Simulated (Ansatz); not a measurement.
Ba$_{2}$CaMoO$_{6}$: levels and charges under dearer methods

A database entry relaxed whole under r2SCAN at zero pressure (Fm-3m, No. 225):

```yaml
crystal:
  lattice:
    - [0.00000, 4.19527, 4.19527]
    - [4.19527, 0.00000, 4.19527]
    - [4.19527, 4.19527, 0.00000]
  atoms:
    - { symbol: Ba, position: [0.25000, 0.25000, 0.25000] }
    - { symbol: Ba, position: [0.75000, 0.75000, 0.75000] }
    - { symbol: Ca, position: [0.00000, 0.00000, 0.00000] }
    - { symbol: Mo, position: [0.50000, 0.50000, 0.50000] }
    - { symbol: O, position: [0.72879, 0.27121, 0.27121] }
    - { symbol: O, position: [0.27121, 0.72879, 0.27121] }
    - { symbol: O, position: [0.27121, 0.72879, 0.72879] }
    - { symbol: O, position: [0.72879, 0.27121, 0.72879] }
    - { symbol: O, position: [0.27121, 0.27121, 0.72879] }
    - { symbol: O, position: [0.72879, 0.72879, 0.27121] }
```

Its volume is 14.77 Å³ an atom, +0.4 % against the entry's 14.71, a cell as deposited in COD (2012).

Single points on this cell with plane-wave PAW DFT (Ansatz 0.2.0; r2SCAN 500 eV, hybrids 420 eV; fermi-dirac occupations of width 0.020 eV; no moments): r2SCAN on a 6×6×6 Γ-centred mesh; r2SCAN with spin-orbit coupling on a 6×6×6 Γ-centred mesh; HSE06 on a 4×4×4 Γ-centred mesh; PBE0 on a 4×4×4 Γ-centred mesh.

Problem. What does each level give for gap and charges?

Solution. The runs give:

| level | gap (eV), or kind | pressure (GPa) | Bader charge of Ba (e) | Bader charge of Ca (e) | Bader charge of Mo (e) | Bader charge of O (e) |
| --- | --- | --- | --- | --- | --- | --- |
| r2SCAN | 2.50 | 0.0 | +1.61 | +1.56 | +2.89 | -1.28 |
| r2SCAN with spin-orbit coupling | 2.50 | 0.0 | +1.61 | +1.56 | +2.89 | -1.28 |
| HSE06 | 3.46 | -1.7 | +1.63 | +1.58 | +2.96 | -1.30 |
| PBE0 | 4.21 | -1.8 | +1.63 | +1.58 | +2.97 | -1.30 |

Under r2SCAN the gap is 2.50 eV, over mesh and band path. HSE06 moves it by +0.96 eV and PBE0 by +1.71 eV; PBE0 keeps its exact exchange at long range, which widens the gap over HSE06's by 0.75 eV on their common mesh. Spin-orbit coupling moves the r2SCAN gap by +0.00 eV. The charge on Mo goes from +2.89 to +2.96 e under HSE06.

Caveats: the relaxation kept the start's symmetry; HSE06 is read on its mesh and at the zone's corners, PBE0 on its mesh alone; hybrid pressures are good to a few tenths of a GPa; pressure is positive in compression.
